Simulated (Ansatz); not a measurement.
The guess for Zr₃S₂ was made by a generator: random cell by space group and Wyckoff sites (Immm, No. 71). Its size is a rough estimate.

```yaml
crystal:
  lattice:
    - [-2.92751, 3.04778, 3.07415]
    - [2.92751, -3.04778, 3.07415]
    - [2.92751, 3.04778, -3.07415]
  atoms:
    - { symbol: Zr, position: [0.76370, 0.76370, 0.00000] }
    - { symbol: Zr, position: [0.23630, 0.23630, 0.00000] }
    - { symbol: Zr, position: [0.00000, 0.50000, 0.50000] }
    - { symbol: S, position: [0.27372, 0.00000, 0.27372] }
    - { symbol: S, position: [0.72628, 0.00000, 0.72628] }
```

Method: DFT PBE, scalar-relativistic, plane waves, PAW (Ansatz). Cutoff 420 eV, Gaussian smearing, Γ-centred meshes. Cell and atoms relax first on a coarse mesh and then on a finer one. In between, the cell is made exact in the group found at 0.06 Å. In metals the finer mesh still leaves noise of several meV/atom or more. The steps can't lower the symmetry of their start. No spin polarisation in the relaxation; trial moments died out in a coarse test.

A guess keeps its type if space group and coordination stay and the shape of the cell changes little (axis ratios within about 15 %, angles within 6°); the volume may change.

Task: Does it keep its structure type, or change into something else?

Result: It doesn't keep its type. The symmetry stays Immm (No. 71). The volume per atom shrinks by 13.8 %, from 21.9 to 18.9 Å³. The shortest distance goes from 2.21 Å (Zr–S) to 2.54 Å (Zr–S). Counting neighbours within 15 % of an atom's shortest distance, the start has S 2, Zr 2/16 and the end S 7, Zr 4. In detail, at the end around Zr on a site of symmetry mm2 lie 4 S at 2.71 Å, 3 Zr at 3.15 Å and 2 S at 3.25 Å; Zr on a site of symmetry mmm has 4 S at 2.54 Å and 4 Zr at 3.15 Å; S is surrounded by 2 Zr at 2.54 Å, 4 Zr at 2.71 Å and 1 S at 2.80 Å.

```
Zr S
1.0
    -1.70494    3.28237    4.22475
     1.70494   -3.28237    4.22475
     1.70494    3.28237   -4.22475
Zr S
3 2
Direct
  0.68625 0.68625 0.00000
  0.31375 0.31375 0.00000
  0.00000 0.50000 0.50000
  0.28682 0.00000 0.28682
  0.71318 0.00000 0.71318
```

The last run used a 12×12×12 mesh for its 5-atom cell and Gaussian smearing of 0.10 eV. A later test with randomly moved atoms led to a structure 94 meV/atom lower, so this end is a saddle point or a shallow minimum.

In counts of neighbours, a slash parts the counts of unlike sites.
